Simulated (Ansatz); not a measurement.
Si: computed property card

Si:
```
CELL_PARAMETERS angstrom
      1.91896     1.10791     9.48209
     -1.91896     1.10791     9.48209
      0.00000    -2.21582     9.48209
ATOMIC_POSITIONS crystal
  Si 0.73591 0.73591 0.73591
  Si 0.81932 0.81932 0.81932
  Si 0.18068 0.18068 0.18068
  Si 0.26409 0.26409 0.26409
  Si 0.95863 0.95863 0.95863
  Si 0.04137 0.04137 0.04137
```

Space group R-3m (No. 166); conventional cell a = b = 3.8379 Å, c = 28.4463 Å, α = β = 90.00°, γ = 120.00°.

Method: r²SCAN in the plane-wave PAW code Ansatz. Structure relaxed to zero pressure with the same functional. Other levels are named where they apply.

Cell and energy:

- Volume per atom = 20.16 Å³
- Density = 2.31 g/cm³

Electronic structure:

Band gap: 0.69 eV (indirect)
Valence-band maximum: at Γ
Conduction-band minimum: at F (3 equivalent valleys)
Smallest direct gap on the standard path: 1.71 eV
Hole effective mass, band 1 of 2 at the edge: 0.57 along x, 0.58 along z (mₑ)
Hole effective mass, band 2 of 2 at the edge: 0.13 along x, 0.58 along z (mₑ)
HSE06 gap on the r²SCAN cell: 1.07 eV

Mechanics:

- Bulk modulus (Birch–Murnaghan fit): 96.6 GPa
- Pressure derivative B′: 4.2
- Elastic constants (relaxed ions, GPa): C11 = 197, C12 = 53.6, C13 = 37.9, C14 = 4.2, C33 = 219, C44 = 55.8
- Mechanical stability: stable (all eigenvalues of C positive)
- Hill bulk and shear moduli: 96.9 and 67.8 GPa
- Young's modulus: 165 GPa
- Poisson's ratio: 0.22
- Debye temperature from the elastic constants: 655 K

The start of the workflow was typed in or built on a structure type; neither database checked (COD, Materials Project) lists it. It is not the phase usual at ambient conditions (space group No. 227). Symmetry was held in the r²SCAN relaxation; whether a distortion lowers the energy is not shown.

Potentials: the later of the program's two PAW sets.
